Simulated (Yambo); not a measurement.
Material: Cs2SiF6 (space group Fm-3m, No. 225); a = b = c = 6.2425 Å, α = β = γ = 60.00° (9 atoms in the cell). The geometry is that of Materials Project entry mp-4047, symmetrised and not relaxed again.

With PBEsol (Quantum ESPRESSO, PseudoDojo norm-conserving, 84 Ry, without SOC), the gap between the mesh's edge points (Γ → Γ) is 7.260 eV.

Q: By how much does one-shot G0W0 (Yambo; 2×2×2 Γ-centred k mesh, 317 bands and a 8 Ry block in the screening, 317 bands in G with the Bruneval-Gonze terminator, plasmon pole fitted at 27.2 eV) open this gap, and what gap results?

A: The correction is 3.782 eV, giving 11.042 eV, 1.5 times the PBEsol value.  Nearest settings tried, and what they do to the gap: 117 bands in W, 117 bands in G: +177 meV; 3 Ry block (137 vectors against 531): +287 meV. Not varied: mesh. So the settings aren't converged at that level. The k mesh is coarse.
